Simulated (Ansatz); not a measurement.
Polymorphs of Ba$_{2}$YHO$_{3}$, each relaxed with r²SCAN (plane waves, PAW; program Ansatz):

A: I4mm
a = 4.389 Å, b = 4.389 Å, c = 13.565 Å, α = 90.00°, β = 90.00°, γ = 90.00°

| atom | site | symmetry | x | y | z |
|---|---|---|---|---|---|
| Y | 2a | 4mm | 0.0000 | 0.0000 | 0.0116 |
| O | 4b | 2mm. | 0.0000 | 0.5000 | 0.4924 |
| O | 2a | 4mm | 0.0000 | 0.0000 | 0.1723 |
| H | 2a | 4mm | 0.0000 | 0.0000 | 0.8311 |
| Ba | 2a | 4mm | 0.0000 | 0.0000 | 0.3634 |
| Ba | 2a | 4mm | 0.0000 | 0.0000 | 0.6366 |

B: Immm
a = 4.167 Å, b = 4.377 Å, c = 13.759 Å, α = 90.00°, β = 90.00°, γ = 90.00°

| atom | site | symmetry | x | y | z |
|---|---|---|---|---|---|
| Y | 2a | mmm | 0.0000 | 0.0000 | 0.0000 |
| O | 2d | mmm | 0.0000 | 0.5000 | 0.0000 |
| H | 2b | mmm | 0.5000 | 0.0000 | 0.0000 |
| O | 4i | mm2 | 0.0000 | 0.0000 | 0.1637 |
| Ba | 4i | mm2 | 0.0000 | 0.0000 | 0.3478 |

Order them by energy per atom at 0 K (lowest first) at the level r²SCAN.

A (+0 meV/atom), B (+67 meV/atom)

Give each one's gap.

A 4.14 eV; B 3.61 eV.

Typed or built starts, not in the databases checked: A; B. All cells were relaxed under the symmetry of their starts (and spin orders); stability against distortions was not tested throughout. Named crystals with no word on spin ran without spin polarisation. Spin–orbit coupling is left out wherever it is not named.

Energies hold the estimated change up to a 700 eV cutoff; steps of a few meV lie near the error of the meshes.

Potentials: the earlier of the program's two PAW sets. The files were generated under PBE; for other functionals the program regenerates the frozen cores, and for LDA and PBEsol the local potential too.
